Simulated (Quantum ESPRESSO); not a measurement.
## Mo3WSe5S3 (convergence and cost over cutoff and k mesh)

Computed values, not a measurement. The program is pw.x of Quantum ESPRESSO 7.5 (plane-wave density functional theory). The cell is made up: 12 atoms on a layered 2H lattice, with randomly drawn elements, strain and displacements, not relaxed. PseudoDojo standard norm-conserving files (v0.5 for PBE, v0.4.1 for LDA and PBEsol) set the functional; there is no spin polarisation, spin-orbit coupling or dispersion term, and the masses in the input are unused placeholders.

Input of the run in row 4:

```
&control calculation='scf', pseudo_dir='./dojo.nc.sr.pbe.v0_5.standard.upf', outdir='./o', disk_io='low', tprnfor=.true., tstress=.true. /
&system ibrav=0, nat=12, ntyp=4, nbnd=83, ecutwfc=85.99341389, nosym=.true., tot_charge=0,
 occupations='smearing', smearing='fd', degauss=0.0018374661
/
&electrons conv_thr=7.350e-09, electron_maxstep=60, /
ATOMIC_SPECIES
Mo 1.0 Mo.upf
S 1.0 S.upf
Se 1.0 Se.upf
W 1.0 W.upf
CELL_PARAMETERS angstrom
3.2346 0.0 0.0
0.0 5.6026 0.0
0.0 0.0 12.9064
ATOMIC_POSITIONS angstrom
Mo 0.0105 1.8059 3.2357
Mo 1.6799 0.915 9.6923
Mo 1.5793 4.6226 3.2334
W 0.057 3.6987 9.6856
Se 0.0252 1.9482 8.0496
Se 0.0549 1.8707 11.2454
Se 1.5654 0.9151 1.622
S 1.6145 0.8738 4.8427
S 1.6279 4.72 8.0664
Se 1.5663 4.7396 11.297
Se 0.0211 3.6763 1.5994
S -0.0346 3.7615 4.8512
K_POINTS automatic
7 4 2 1 1 1
```

The same cell was run at these settings. Meshes are shifted by half a step, and differences are from the last row, which is itself not exact.

```
cutoff (eV)     k mesh  k points solved  threshold (eV)  free energy less the last row's (eV)  pressure (GPa)  largest stress difference (GPa)  largest force difference (eV/Å)  iterations  wall time (s)  k-point pools          processor
        819  2 x 2 x 2                4           1e-04                                 5.458          -40.75                            48.75                            0.482          15             66              4  Intel Xeon, older
       1170  2 x 2 x 2                4           1e-07                                -1.423            5.37                             2.41                            0.480          22            134              4  Intel Xeon, older
        865  7 x 4 x 2               28           1e-07                                 2.943          -16.23                            22.79                            0.009          20            386              4  Intel Xeon, older
       1170  7 x 4 x 2               28           1e-07                                 0.002            6.53                             0.01                            0.002          21            654              4  Intel Xeon, older
       1467  9 x 6 x 4              108           1e-07                                 0.000            6.53                             0.00                            0.000          21           2345              4    AMD EPYC, older
```

Each pool is one process. Wall times include start-up and a band step at six k points, which weighs most on the coarsest meshes. The runs were on shared virtual cores whose load varied, so times are rough.